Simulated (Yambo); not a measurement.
Yambo run on Rb2NaRhF6 (space group Fm-3m, No. 225). The wavefunctions are LDA (Quantum ESPRESSO, PseudoDojo norm-conserving, 88 Ry, no spin-orbit coupling) ones on a 2×2×2 mesh (43 occupied bands); a = 6.1272 Å, b = 6.1272 Å, c = 6.1272 Å, α = 60.00°, β = 60.00°, γ = 60.00°.

Yambo input:

```
rim_cut
gw0
dyson
el_el_corr
HF_and_locXC
ppa
em1d
RandQpts= 1000000
RandGvec= 1 Ry
EXXRLvcs= 88 Ry
VXCRLvcs= 352 Ry
Chimod= "HARTREE"
% BndsRnXp
 6 | 122 |
%
NGsBlkXp= 8 Ry
% LongDrXp
 1.0 | 1.0 | 1.0 |
%
PPAPntXp= 27.2114 eV
% GbndRnge
 1 | 122 |
%
GTermKind= "BG"
DysSolver= "n"
ExtendOut
% QPkrange
 3 | 3 | 43 | 44 |
%
```

k points by index: 3 = X.

Resulting energies as the program prints them:

```
#    K-point    Band    Eo [eV]    E [eV]    E-Eo [eV]    Vxc [eV]    Vnlxc [eV]    Sc|Eo [eV]    Sc|E [eV]    dSc/dw|Eo [eV]    Re(Z)    Im(Z)
#
    3    43    0.000000    -1.371392    -1.371392    -23.11712    -29.54571    4.703524    5.057198    -7.016610    0.795000    -0.001644
    3    44    1.607922    3.992992    2.385070    -22.38692    -16.41771    -3.024866    -3.584145    -6.380463    0.810056    -0.001478
```
(The two width columns are left out.) Convergence of these settings isn't established.

Geometry of the Materials Project entry, not relaxed at this level.
